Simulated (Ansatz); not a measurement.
Consider a crystal of SbC in space group Fm-3m (No. 225), with Sb on 4a; C on 4b.

Level of theory: DFT PBE, scalar-relativistic, plane waves, PAW in Ansatz 0.2.0. Cutoff 420 eV, Γ-centred mesh, Gaussian smearing, no spin polarisation.

The zero of energy is the elements' standard structures at the same level; no fitted shifts are applied.

Question: Which cell and coordinates does it relax to?

Answer:

Space group Fm-3m (No. 225). a = 4.894 Å, b = 4.894 Å, c = 4.894 Å, α = 90.00°, β = 90.00°, γ = 90.00°
```tsv
atom	site	symmetry	x	y	z
Sb	4a	m-3m	0.0000	0.0000	0.0000
C	4b	m-3m	0.5000	0.0000	0.0000
```

It has the rock salt type. Around Sb lie 6 C at 2.45 Å; C has 6 Sb at 2.45 Å.

Question: And its energy and gap?

Answer: The formation energy is +1.49 eV/atom. The gap on the 20×20×20 mesh of the 2-atom cell is 0 eV (a metal). The separate elements lie lower, so it is unstable against them.

The last run used Gaussian smearing of 0.10 eV. These runs have no spin–orbit coupling, which can matter for Sb. An odd number of electrons in the primitive cell allows no gap without spin; a larger cell or a magnetic state could open one. The cell is a metal run without spin; a magnetic state may lie lower. The reference form of C is held partly by dispersion forces, which this level lacks. Symmetry constrained the relaxation, so the result can be a saddle point.
